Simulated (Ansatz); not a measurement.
SiGeO3:
```
SiGeO3
1.0
    3.38929     0.00000     0.00000
    0.00000     3.38929     0.00000
    0.00000     0.00000     4.28237
Si Ge O
1 1 3
Direct
  0.50000   0.50000   0.60093
  0.00000   0.00000   0.14622
  0.00000   0.50000   0.48276
  0.50000   0.00000   0.48276
  0.50000   0.50000   0.97753
```

x, y and z are the axes in which the lattice vectors are written.

**Question.** Give the high-frequency dielectric tensor and the Born effective charge tensors of the independent atoms from DFPT, plane-wave PAW LDA (Ansatz code).

**Answer.** 
ε∞:
```
5.86  0.00  0.00
0.00  5.86  0.00
0.00  0.00  4.99
```
Z* of atom 1 (Si), rows: field, columns: displacement, in e:
```
3.89  0.00  0.00
0.00  3.89  0.00
0.00  0.00  4.36
```
Z* of atom 2 (Ge), rows: field, columns: displacement, in e:
```
4.27  0.00  0.00
0.00  4.27  0.00
0.00  0.00  2.72
```
Z* of atom 3 (O), rows: field, columns: displacement, in e:
```
-2.79   0.00   0.00
 0.00  -2.59   0.00
 0.00   0.00  -2.23
```
Z* of atom 5 (O), rows: field, columns: displacement, in e:
```
-2.77   0.00   0.00
 0.00  -2.77   0.00
 0.00   0.00  -2.61
```

Space group P4mm. The start of the workflow was typed in or built on a structure type; neither database checked (COD, Materials Project) lists it. Whether it is the stable phase at ambient conditions was not checked. The LDA relaxation kept the symmetry of its start. At this level the phase is dynamically unstable (imaginary phonons). A crystal of weakly bound units computed without a dispersion correction: the cell and the soft elastic constants depend strongly on that. Spin–orbit coupling is left out wherever it is not named.

Potentials: the later of the program's two PAW sets.
